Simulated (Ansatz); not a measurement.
LuBPd3:
```
LuBPd3
1.0
    4.22687     0.00000     0.00000
    0.00000     4.22687     0.00000
    0.00000     0.00000     4.22687
Pd Lu B
3 1 1
Direct
  0.00000   0.50000   0.50000
  0.50000   0.00000   0.50000
  0.50000   0.50000   0.00000
  0.00000   0.00000   0.00000
  0.50000   0.50000   0.50000
```

Relaxed with PBEsol. Special points in fractions of this cell's reciprocal vectors: Γ (0.000, 0.000, 0.000); X (0.000, 0.500, 0.000); M (0.500, 0.500, 0.000); R (0.500, 0.500, 0.500).

Task: List the band energies nearest the Fermi level at these points for the program Ansatz at the PBEsol with spin–orbit coupling level (PAW).

Result: In eV from the Fermi level; about four levels below and three above (degenerate sets whole), none deeper than 8.9 eV; points with the same levels are listed once.

```
k                                below                above
-  -----------------------------------  -------------------
Γ  -1.67 -1.67 -1.67 -1.67 -1.64 -1.64  2.12 2.12 2.12 2.12
X              -2.47 -2.47 -1.72 -1.72  0.35 0.35 0.39 0.39
M              -0.58 -0.58 -0.33 -0.33  1.97 1.97 2.05 2.05
R  -1.82 -1.82 -1.82 -1.82 -0.36 -0.36  0.11 0.11 0.11 0.11
```

Space group Pm-3m (cubic perovskite). The workflow started from an entry of the Crystallography Open Database (COD). Its standing as an ambient phase is unchecked. The cell was relaxed with PBEsol under the symmetry of its start; of distortions, only those at the zone centre were tested. The run is not spin-polarised.

Potentials: the later of the program's two PAW sets.
